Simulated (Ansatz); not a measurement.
# BiP (WC-type structure)

Method: r²SCAN, scalar-relativistic; no spin polarisation; PAW, 500 eV, Γ-centred 10×10×10 mesh, 0.05 eV Gaussian smearing; code Ansatz; PAW files: Ansatz's generated set soft_2.

Space group P-6m2 (No. 187). a = 3.919 Å, b = 3.919 Å, c = 3.749 Å, α = 90.00°, β = 90.00°, γ = 120.00°
| atom | site | symmetry | x | y | z |
| --- | --- | --- | --- | --- | --- |
| Bi | 1a | -6m2 | 0.0000 | 0.0000 | 0.0000 |
| P | 1f | -6m2 | 0.6667 | 0.3333 | 0.5000 |

The structure was built from a prototype; whether the compound forms in it isn't claimed.

The cell above was scaled in volume, and shape and atoms were relaxed at each volume within its symmetry. Energies are counted from the cell above.

Cell and atoms are those of this level's equilibrium.

| V (Å³/atom) | ΔE (meV/atom) | P (GPa) |
| --- | --- | --- |
| 23.93 | 9.2 | 3.1 |
| 24.43 | ? | ? |
| 24.93 | 0.0 | 0.0 |
| 25.43 | 2.1 | -1.3 |
| 25.93 | 8.2 | -2.5 |
| 26.67 | 23.8 | -4.1 |

**Question.** Fill in the withheld row.

**Answer.** ΔE (meV/atom): 2.2, P (GPa): 1.4.

**Question.** What do the points give for the equilibrium volume, the bulk modulus and its pressure derivative (third-order Birch–Murnaghan)?

**Answer.** V0 = 24.93 Å³/atom, B0 = 70 GPa, B0′ = 4.0.

B0·V0 = 69.6 GPa × 24.93 Å³ = 10.83 eV/atom sets the scale: near the minimum ΔE ≈ ½ B0 V0 x², with x = V/V0 − 1, and a pressure of 0.7 GPa squeezes the volume by about 1 %. At the ends of the curve: x = −4.0 % predicts 8.6 meV/atom and the run gives 9.2; x = +7.0 % predicts 26.6 meV/atom and the run gives 23.8. The lopsidedness is anharmonic: atoms resist being pushed together more than being pulled apart.

Spin–orbit coupling, which matters for such heavy elements, is left out. The run is a metal.
